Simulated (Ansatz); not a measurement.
Nb₂GaC in space group P6_3/mmc (No. 194; Nb on 4f, Ga on 2d, C on 2a) at seven volumes, the program Ansatz at the PBEsol level (PAW), shape and atoms relaxed at each. One row is withheld.

```json
[
 {"V (Å³/atom)": "12.910", "P (GPa)": "22.14"},
 {"V (Å³/atom)": "13.335", "P (GPa)": "13.37"},
 {"V (Å³/atom)": "13.761", "P (GPa)": "6.06"},
 {"V (Å³/atom)": "14.186", "P (GPa)": "-0.01"},
 {"V (Å³/atom)": "14.612", "P (GPa)": "?"},
 {"V (Å³/atom)": "15.037", "P (GPa)": "-9.67"},
 {"V (Å³/atom)": "15.463", "P (GPa)": "-13.26"}
]
```

Fit the shown pressures and predict the withheld one.

P = (3/2)B₀(x^(7/2) − x^(5/2))[1 + (3/4)(B′ − 4)(x − 1)] with x = (V₀/V)^(2/3). Least squares on the six rows gives V₀ = 14.180 Å³/atom, B₀ = 188 GPa, B′ = 4.76. At V = 14.612, x = 0.9802 and P = -5.25 GPa. The run itself gave -5.26 GPa.

The workflow started from a Materials Project entry (that database holds measured and hypothetical structures alike); the Crystallography Open Database copy checked does not list it. Its standing as an ambient phase is unchecked. The cell was relaxed with PBEsol under the symmetry of its start; of distortions, only those at the zone centre were tested. The run is not spin-polarised.

Potentials: the later of the program's two PAW sets.
